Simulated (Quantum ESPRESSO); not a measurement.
Inputs of pw.x and gipaw.x (a modified build of Quantum ESPRESSO, PBE) for BaSrYSbO6; the starting potential comes from an earlier run on another mesh:

```
&CONTROL
  calculation = 'scf'
  prefix = 'x'
  pseudo_dir = './pseudo'
  outdir = './out'
  tprnfor = .true.
/
&SYSTEM
  ibrav = 0
  nat = 10
  ntyp = 5
  ecutwfc = 45
  ecutrho = 180
  occupations = 'fixed'
  nbnd = 41
/
&ELECTRONS
  conv_thr = 1e-11
  startingpot = 'file'
/
ATOMIC_SPECIES
Ba 137.327 Ba.GGA_PBE-JTH.UPF
Sr 87.620 Sr.GGA_PBE-JTH.UPF
Y 88.906 Y.GGA_PBE-JTH.UPF
Sb 121.760 Sb.GGA_PBE-JTH.UPF
O 15.999 O.GGA_PBE-JTH.UPF
CELL_PARAMETERS angstrom
    0.000000000000     4.232600000000     4.232600000000
    4.232600000000     0.000000000000     4.232600000000
    4.232600000000     4.232600000000     0.000000000000
ATOMIC_POSITIONS crystal
Ba     0.250000000000     0.250000000000     0.250000000000
Sr     0.750000000000     0.750000000000     0.750000000000
Y      0.500000000000     0.500000000000     0.500000000000
Sb     0.000000000000     0.000000000000     0.000000000000
O      0.763080000000     0.236920000000     0.236920000000
O      0.763080000000     0.236920000000     0.763080000000
O      0.236920000000     0.763080000000     0.763080000000
O      0.236920000000     0.763080000000     0.236920000000
O      0.763080000000     0.763080000000     0.236920000000
O      0.236920000000     0.236920000000     0.763080000000
K_POINTS automatic
4 4 4 1 1 1
```

```
&INPUTGIPAW
  job = 'nmr'
  prefix = 'x'
  tmp_dir = './out/'
  restart_mode = 'from_scratch'
  pawproj(1) = .true.
  pawproj(2) = .true.
  pawproj(3) = .true.
  pawproj(4) = .true.
  pawproj(5) = .true.
  use_nmr_macroscopic_shape = .false.
/
```

The geometry is a computed Materials Project entry, not a measured one. It is BaSrYSbO6 in F-43m; whether this form has been observed was not checked. Stability against distortions was not tested. The run has no spin polarisation.

### Question
Predict the shielding tensors that the run ends with.

### Answer
```
     f-sum rule (should be   -73.5950):
           -73.5958         -0.0000         -0.0000
            -0.0000        -73.5958          0.0000
             0.0000         -0.0000        -73.5958

     Total NMR chemical shifts in ppm: ---------------------------------------
     (adopting the Simpson convention for anisotropy and asymmetry)-----------

     Atom  1  Ba  pos: (  0.353553  0.353553  0.353553)  Total sigma:        4935.49
          4935.4942          0.0000          0.0000
            -0.0000       4935.4942         -0.0000
             0.0000         -0.0000       4935.4942

     Ba      1    anisotropy:     -0.00    eta:    0.0000

     Atom  2  Sr  pos: (  1.060660  1.060660  1.060660)  Total sigma:        3020.56
          3020.5641         -0.0000         -0.0000
            -0.0000       3020.5641          0.0000
            -0.0000          0.0000       3020.5641

     Sr      2    anisotropy:      0.00    eta:    0.0000

     Atom  3  Y   pos: (  0.707107  0.707107  0.707107)  Total sigma:        2395.38
          2395.3779          0.0000          0.0000
             0.0000       2395.3779          0.0000
             0.0000          0.0000       2395.3779

     Y       3    anisotropy:     -0.00    eta:    0.0000

     Atom  4  Sb  pos: (  0.000000  0.000000  0.000000)  Total sigma:        2544.81
          2544.8100          0.0000          0.0000
             0.0000       2544.8100         -0.0000
             0.0000         -0.0000       2544.8100

     Sb      4    anisotropy:     -0.00    eta:    0.0000

     Atom  5  O   pos: (  0.335055  0.707107  0.707107)  Total sigma:         -33.47
            94.5577         -0.0000          0.0000
             0.0000        -97.4865          2.2310
            -0.0000          2.2310        -97.4865

     O       5    anisotropy:    192.04    eta:    0.0349

     Atom  6  O   pos: (  0.707107  1.079158  0.707107)  Total sigma:         -33.47
           -97.4865         -0.0000         -2.2310
            -0.0000         94.5577         -0.0000
            -2.2310         -0.0000        -97.4865

     O       6    anisotropy:    192.04    eta:    0.0349

     Atom  7  O   pos: (  1.079158  0.707107  0.707107)  Total sigma:         -33.47
            94.5577          0.0000          0.0000
            -0.0000        -97.4865         -2.2310
             0.0000         -2.2310        -97.4865

     O       7    anisotropy:    192.04    eta:    0.0349

     Atom  8  O   pos: (  0.707107  0.335055  0.707107)  Total sigma:         -33.47
           -97.4865          0.0000          2.2310
             0.0000         94.5577          0.0000
             2.2310          0.0000        -97.4865

     O       8    anisotropy:    192.04    eta:    0.0349

     Atom  9  O   pos: (  0.707107  0.707107  1.079158)  Total sigma:         -33.47
           -97.4865         -2.2310          0.0000
            -2.2310        -97.4865          0.0000
             0.0000          0.0000         94.5577

     O       9    anisotropy:    192.04    eta:    0.0349

     Atom 10  O   pos: (  0.707107  0.707107  0.335055)  Total sigma:         -33.47
           -97.4865          2.2310          0.0000
             2.2310        -97.4865          0.0000
             0.0000          0.0000         94.5577

     O      10    anisotropy:    192.04    eta:    0.0349
```
The printed anisotropy is 3/2 (σ_33 − σ_iso) in the program's own order; the axes are left out here. Anisotropies that symmetry doesn't fix are less certain than the isotropic values. Shieldings are absolute and leave out the bulk-susceptibility term; a larger σ means a smaller chemical shift. By our sweeps, such settings leave a few ppm in absolute σ on light atoms and up to some 20 ppm from Zn on. No spin–orbit coupling; Ba is the heaviest element present. The structure is static (0 K, no zero-point motion).
